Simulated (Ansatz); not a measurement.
Values for one crystal, relaxed and computed with r²SCAN in the plane-wave PAW code Ansatz; other levels are named.

- Volume per atom: 12.39 Å³
- Band gap: 1.80 eV (indirect)
- Conduction-band minimum: at K (2 equivalent valleys)
- Mechanical stability: stable (all eigenvalues of C positive)
- HSE06 gap on the r²SCAN cell: 2.27 eV
- Hill bulk and shear moduli: 112 and 34.6 GPa
- Smallest direct gap on the standard path: 4.04 eV

Problem. Pick the material that matches.
A. PtS2, CdI2 type
B. BeS, NiAs type
C. ZnO, NiAs type
D. Co3S4, Fd-3m (Co on 16d, Co on 8a, S on 32e)

Solution. B, BeS, NiAs type

Space group P6_3/mmc (NiAs type). The start of the workflow was typed in or built on a structure type; neither database checked (COD, Materials Project) lists it. COD files the formula under space group No. 216, so this cell is another polymorph or a model. Its standing as an ambient phase is unchecked. The r²SCAN relaxation kept the symmetry of its start; whether a distortion lowers the energy is not shown.

Potentials: the earlier of the program's two PAW sets.
